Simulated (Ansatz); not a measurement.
Below is a relaxed structure of YF6. The cell was found from a structure generator's guess, not taken from experiment.

Method: Ansatz 0.2.0, DFT PBE, scalar-relativistic, plane waves, PAW. Cutoff 420 eV, Γ-centred mesh, Gaussian smearing, collinear spin.

```yaml
crystal:
  lattice:
    - [5.46001, 0.00000, 0.00000]
    - [0.00000, 5.46001, 0.00000]
    - [0.00000, 0.00000, 4.35370]
  atoms:
    - { symbol: Y, position: [0.00000, 0.00000, 0.00000] }
    - { symbol: F, position: [0.00000, 0.00000, 0.50000] }
    - { symbol: F, position: [0.50000, 0.50000, 0.50000] }
    - { symbol: F, position: [0.28372, 0.28372, 0.00000] }
    - { symbol: F, position: [0.71628, 0.71628, 0.00000] }
    - { symbol: F, position: [0.28372, 0.71628, 0.00000] }
    - { symbol: F, position: [0.71628, 0.28372, 0.00000] }
```

Energies over the elements count from the elements' standard structures at the same level (F₂ as a molecule), with no fitted energy shifts.

(1) Find its symmetry and describe it.

(2) What is its formation energy per atom?

(3) Is it a metal?

(4) Which magnetic moments does it keep?

(5) From what recipe could a structure generator have reached it?

## Answers

(1) P4/mmm (No. 123). Conventional cell: a = 5.460 Å, c = 4.354 Å. Around Y lie 6 F at 2.18–2.19 Å; F on a site of symmetry 4/mmm is surrounded by 2 Y at 2.18 Å; F on a second site of symmetry 4/mmm is surrounded by 8 F at 2.74 Å (long contacts); F on a site of symmetry m2m has 1 Y at 2.19 Å, 2 F at 2.36 Å and 2 F at 2.74 Å.

(2) −1.86 eV/atom. It lies below the elements, which doesn't yet make it stable against other compounds or structures.

(3) Yes, bands cross the Fermi level on the 8×8×10 mesh.

(4) 0.43 μB per atom net, the space between the atoms included; by site: F 1.0, 0.5 (×4) μB.

(5) One such recipe: ordered vacancies on the cation sites of rhenium trioxide (P4/mmm, No. 123). Other recipes can lead to the same cell.

The last run used collinear spin, an 8×8×10 mesh (in the run's order of axes) for its 7-atom cell and Gaussian smearing of 0.10 eV. The magnetic state reached may not be the lowest. Symmetry constrained the relaxation, so the result can be a saddle point.
